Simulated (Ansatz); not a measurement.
Zr (hcp (Mg type), P6_3/mmc) is relaxed with DFT-PBE in the program Ansatz with PAW potentials. What lattice parameters of the conventional cell result?

a = 3.232 Å, c = 5.171 Å.

The cell was relaxed with PBE under the symmetry of its start. The run is not spin-polarised. Axis ratios of metals converge slowly with the k-mesh, so a and c are less sure than the volume.

Potentials: the later of the program's two PAW sets.
